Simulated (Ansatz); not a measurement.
The relaxed structure here is a generated cell of Y3Ge: the first start was made by placing the elements on the sites of a structure type, and the end was not matched to a known phase here, so it may be hypothetical.

The start is a generated trial cell of Y3Ge in the AFLOW prototype AB3_hR8_148_c_f (D0_5, as in BiI3). The cell and all atomic positions are relaxed at zero pressure with r2SCAN (plane waves to 500 eV, PAW, scalar-relativistic; Ansatz, a program for electronic structure). First-step values are on the input's coarse k-mesh.

Ansatz input (later rounds restart from its end on a renewed k-mesh):
Ansatz 0.2 input:
```yaml
crystal:
  lattice:
    - [3.5413974, 2.0446267, 6.5138255]
    - [-3.5413974, 2.0446267, 6.5138255]
    - [0, -4.0892534, 6.5138255]
  atoms:
    - { symbol: Ge, position: [0.33333, 0.33333, 0.33333] }
    - { symbol: Ge, position: [0.66667, 0.66667, 0.66667] }
    - { symbol: Y, position: [0.088, 0.755, 0.421] }
    - { symbol: Y, position: [0.421, 0.088, 0.755] }
    - { symbol: Y, position: [0.755, 0.421, 0.088] }
    - { symbol: Y, position: [0.912, 0.245, 0.579] }
    - { symbol: Y, position: [0.579, 0.912, 0.245] }
    - { symbol: Y, position: [0.245, 0.579, 0.912] }
basis: { ecutwfc: 500, ecutrho_ratio: 4, xc_grid: 4, fft_grid_basis: typed }
kpoints: { mp_grid: { grid: [4, 4, 4] } }
hamiltonian:
  xc: r2scan
  dispersion: none
  pseudopotentials: { kind: paw }
scf: { occupations: { method: fermi_dirac, width: 0.05 } }
relax: { f_tol: 0.01, max_steps: 100, cell: { stress_tol: 0.02 } }
output: { forces: true, stress: true }
```

### Question
How large is the pressure on the unrelaxed cell, and of which sign?

### Answer
-4 GPa (negative: the cell is under tension).

### Question
What is the largest force in the starting geometry, and on which atom (counted from 1)?

### Answer
About 0.6 eV/Å, on Y3, Y4, Y5, Y6, Y7, Y8 (atoms numbered as listed).

### Question
By how much does the energy per atom fall from start to end?

### Answer
0.07 eV/atom.

### Question
How does the volume change?

### Answer
-10.2 %, from 35.37 to 31.77 Å³/atom.

### Question
How do the shortest distances between atoms change?

### Answer
The closest pairs of elements (up to four, under 3.6 Å), start → end: Ge–Y 2.92 → 2.82 Å.

### Question
Write out the relaxed structure.

### Answer

Space group R-3, hexagonal axes (No. 148); a = 6.798 Å, b = 6.798 Å, c = 19.048 Å, α = 90.00°, β = 90.00°, γ = 120.00°

```tsv
atom	site	symmetry	x	y	z
Ge	6c	3.	0.0000	0.0000	0.3464
Y	18f	1	0.3308	0.0299	0.0838
```
(The calculation used a cell of 8 atoms; values per cell refer to that cell.)

The space group stays R-3 (No. 148) (the run could not lower it); the end is AFLOW prototype AB3_hR8_148_c_f (D0_5, as in BiI3), with 8 atoms in the primitive cell. Final values are on a 8×8×8 k-mesh of the relaxed cell. No spin polarisation in the result.

The run could not lose the symmetry of its start: the end is stationary, and may be a saddle point rather than a minimum.
